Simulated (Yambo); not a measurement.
```xyz
8
Lattice="3.3337 -4.7339 0.0000 3.3337 4.7339 0.0000 0.0000 0.0000 3.3705" Properties=species:S:1:pos:R:3 pbc="T T T"
O      3.3337     2.3722     0.0000
O      3.3337    -2.3722     0.0000
O      4.9907     0.0000     1.6852
O      1.6766     0.0000     1.6852
Ca     3.3337     0.0000     0.0000
Cd     1.6668     2.3669     1.6852
Cd     1.6668    -2.3669     1.6852
Cd     0.0000     0.0000     0.0000
```

CaCd3O4 (space group Cmmm, No. 65): mean Im ε in 1 eV windows above the direct gap of 1.04 eV, for different electron-hole kernels (Yambo, broadening 0.15 eV, PBEsol (pw.x of Quantum ESPRESSO, ONCV potentials, no spin-orbit coupling) bands; 4×4×4 mesh, 22 valence and 6 conduction bands, static screening with 86 bands and a 3 Ry block, scissor 0.87 eV, Tamm-Dancoff; field along x).

| window (eV) | independent quasiparticles | RPA (no attraction) | BSE |
|---|---|---|---|
| 1.0 to 2.0 | 0.6 | 0.5 | 2.0 |
| 2.0 to 3.0 | 2.1 | 2.0 | 1.8 |
| 3.0 to 4.0 | 1.8 | 1.6 | 3.6 |
| 4.0 to 5.0 | 3.6 | 3.2 | 3.8 |
| 5.0 to 6.0 | 3.5 | 3.3 | 4.0 |
| 6.0 to 7.0 | 3.7 | 3.8 | 3.9 |
| 7.0 to 8.0 | 3.9 | 4.0 | 3.2 |

This run doesn't resolve bound excitons or single peaks, so only averages are given, and they too depend on the mesh; weight that the attraction moves below the gap isn't listed. All transitions below 8.05 eV are in the band window. The scissor comes from a G0W0 run whose convergence isn't established.

Spin-orbit splittings are left out.

Geometry of the Materials Project entry, not relaxed at this level.

The structure is a Materials Project entry; no match was found in the copy of COD used, and its stability was not checked.
